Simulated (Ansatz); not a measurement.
Starting cell, Fe (bcc, W type):

```xyz
2
Lattice="-2.8318 2.8318 2.8318 1.4159 -1.4159 1.4159 1.4159 1.4159 -1.4159" Properties=species:S:1:pos:R:3 pbc="T T T"
Fe     0.0000     0.0000     0.0000
Fe    -1.4159     1.4159     1.4159
```

In this cell atom 1 (Fe, nearest neighbour Fe at 2.452 Å; its periodic images, 2.5 Å or more away, move with it) is moved by s along Cartesian [110], unit vector (0.707, 0.707, 0.000); all other atoms and the cell stay fixed.

Computed with PBE (plane waves to 420 eV, PAW, scalar-relativistic; Ansatz, a first-principles code). k mesh 9×18×18 (Γ-centred), Fermi-Dirac smearing 0.05 eV. The energy includes the smearing's −TS. With partly filled bands, energies and forces of such displacements shift with the k mesh and the smearing. On this mesh the relaxed cell isn't quite at rest: it carries a pressure of -0.2 GPa (compression positive) at the zero of the scan. Fe was relaxed with its symmetry unable to fall. Relaxed Fe ends ferromagnetic. The magnetic order is the one the run started from; other orders were not tried. The zero of ΔE is the undisplaced structure. The last digit holds for this mesh only.

```tsv
s (Å)	ΔE (meV/cell)
-0.250	184.6
-0.200	118.3
-0.150	66.5
-0.100	29.5
-0.050	7.4
0.000	0.0
0.050	7.4
0.100	29.5
0.150	66.5
0.200	118.3
0.250	184.6
```

**Question.** What force constant k = d²E/ds² at s = 0 does the table give?

**Answer.** 5.9 eV/Å². It is the second difference of the nearest points, corrected with the next pair.

**Question.** With k = 5.90 eV/Å² from the forces, is the well harmonic out to s = 0.250 Å?

**Answer.** ½ks² = 184 meV/cell against the computed 185 meV/cell, so the well is close to harmonic there.

(For displaced atoms, the force is minus the slope of the energy, and its curvature is a force constant, which sets phonon frequencies.)
